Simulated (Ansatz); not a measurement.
The calculation used Ansatz, DFT PBE, scalar-relativistic, plane waves, PAW. All cells share a 420 eV cutoff and Γ-centred k meshes spaced at most about 0.3 Å⁻¹ (about 0.25 or finer for metals, 2π included). No spin polarisation in the final relaxations.

All energies are static (0 K, no zero-point motion).

Compare these two cells of Na2Hg, each relaxed at this level.

A.

```cif
data_structure
_symmetry_space_group_name_H-M 'P6_3/mmc'
_symmetry_Int_Tables_number 194
_cell_length_a 5.4150
_cell_length_b 5.4150
_cell_length_c 6.7686
_cell_angle_alpha 90.000
_cell_angle_beta 90.000
_cell_angle_gamma 120.000
_cell_volume 171.88
loop_
_atom_site_label
_atom_site_type_symbol
_atom_site_symmetry_multiplicity
_atom_site_Wyckoff_symbol
_atom_site_fract_x
_atom_site_fract_y
_atom_site_fract_z
_atom_site_occupancy
Na1 Na 2 c 0.33333 0.66667 0.25000 1
Na2 Na 2 a 0.00000 0.00000 0.00000 1
Hg1 Hg 2 d 0.33333 0.66667 0.75000 1
```

B.

```cif
data_structure
_symmetry_space_group_name_H-M 'P-3m1'
_symmetry_Int_Tables_number 164
_cell_length_a 3.6219
_cell_length_b 3.6219
_cell_length_c 8.1240
_cell_angle_alpha 90.000
_cell_angle_beta 90.000
_cell_angle_gamma 120.000
_cell_volume 92.29
loop_
_atom_site_label
_atom_site_type_symbol
_atom_site_symmetry_multiplicity
_atom_site_Wyckoff_symbol
_atom_site_fract_x
_atom_site_fract_y
_atom_site_fract_z
_atom_site_occupancy
Na1 Na 2 d 0.33333 0.66667 0.69107 1
Hg1 Hg 1 a 0.00000 0.00000 0.00000 1
```

Question: Which is lower in energy, and by how much?

Answer: A is lower, by 75 meV/atom. A has the Ni2In type, space group P6_3/mmc (No. 194), 28.6 Å³/atom and no gap on its mesh; B has space group P-3m1 (No. 164), 30.8 Å³/atom and no gap. Counting all near atoms (those within 1.25 times the shortest distance at each site; a plus sign parts nearer from farther groups; a slash parts the counts of unlike sites), A has Na 11/14, Hg 11 and B has Na 3+9, Hg 6+6. The denser one is the lower, and pressure would at first widen the difference. In A, Na on a site of symmetry -6m2 is surrounded by 3 Hg at 3.13 Å, 2 Hg at 3.38 Å and 6 Na at 3.55 Å; Na on a site of symmetry -3m is surrounded by 8 Na at 3.38–3.55 Å and 6 Hg at 3.55 Å; Hg is surrounded by 3 Na at 3.13 Å and 8 Na at 3.38–3.55 Å. In B, around Na lie 3 Hg at 3.27 Å and 9 Na at 3.62–3.74 Å; Hg has 6 Na at 3.27 Å and 6 Hg at 3.62 Å. Both come from invented guesses.

These runs have no spin–orbit coupling, which can matter for Hg. Cells relaxed within their symmetry can be saddle points.
